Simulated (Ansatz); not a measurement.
A relaxation computed with Ansatz, from input to last step.

```yaml
crystal:
  lattice:
    - [3.0566241362, 0.0, 0.0]
    - [-1.5283120681, 2.6471141517, 0.0]
    - [0.0, 0.0, 3.436577832]
  atoms:
    - { symbol: B, position: [0.3333333333, 0.6666666667, 0.5] }
    - { symbol: B, position: [0.6666666667, 0.3333333333, 0.5] }
    - { symbol: W, position: [0.0, 0.0, 0.0] }
basis:
  ecutwfc: 500
kpoints:
  mp_grid: { grid: [18, 18, 12] }
hamiltonian:
  xc: r2scan
scf:
  occupations: { method: gaussian, width: 0.1 }
output:
  forces: true
  stress: true
  eigenvalues: true
relax:
  adjacent_minimum: "off"
  f_tol: 0.01
  max_steps: 30
  cell: { stress_tol: 0.1, fix: [volume] }
```

```bash
ansatz run input.yaml --threads 1 --pin off --max-ram 2560MiB --backend cpu --events-out ev --progress --plain --runs-dir out
```

Level of theory: Ansatz, DFT r2SCAN, scalar-relativistic, plane waves, PAW.

The volume is held at 1.06 times that of the relaxed cell.

Of 4 frames 3 are shown, positions in Å and forces in eV/Å; the SCF threshold varies from step to step. Steps run on the plane waves of an earlier cell, with a Pulay correction in the pressure. The basis is chosen afresh for the last frame, the zero of the energies, and at times for earlier ones too; energy and pressure step there, also at an unchanged geometry.

```xyz
3
Lattice="3.0566 0.0000 0.0000 -1.5283 2.6471 0.0000 0.0000 0.0000 3.4366" Properties=species:S:1:pos:R:3:forces:R:3 pbc="T T T" step=1 free_energy_over_end_meV_per_atom=0.27 pressure_GPa=-17.26
B     0.0000    1.7647    1.7183    0.0000    0.0000    0.0000
B     1.5283    0.8824    1.7183    0.0000    0.0000    0.0000
W     0.0000    0.0000    0.0000    0.0000    0.0000    0.0000
3
Lattice="3.0521 0.0000 0.0000 -1.5260 2.6432 0.0000 0.0000 0.0000 3.4468" Properties=species:S:1:pos:R:3:forces:R:3 pbc="T T T" step=2 free_energy_over_end_meV_per_atom=0.08 pressure_GPa=-17.11
B     0.0000    1.7621    1.7234    0.0000    0.0000    0.0000
B     1.5260    0.8811    1.7234    0.0000    0.0000    0.0000
W     0.0000    0.0000    0.0000    0.0000    0.0000    0.0000
3
Lattice="3.0467 0.0000 0.0000 -1.5233 2.6385 0.0000 0.0000 0.0000 3.4591" Properties=species:S:1:pos:R:3:forces:R:3 pbc="T T T" step=4 free_energy_over_end_meV_per_atom=0.00 pressure_GPa=-16.93
B     0.0000    1.7590    1.7295    0.0000    0.0000    0.0000
B     1.5233    0.8795    1.7295    0.0000    0.0000    0.0000
W     0.0000    0.0000    0.0000    0.0000    0.0000    0.0000
```

It took 55 s on 1 thread of Arm Neoverse V1 (shared host), peak memory 0.47 GiB.

Spin–orbit coupling is left out, which can shift energies with elements as heavy as these.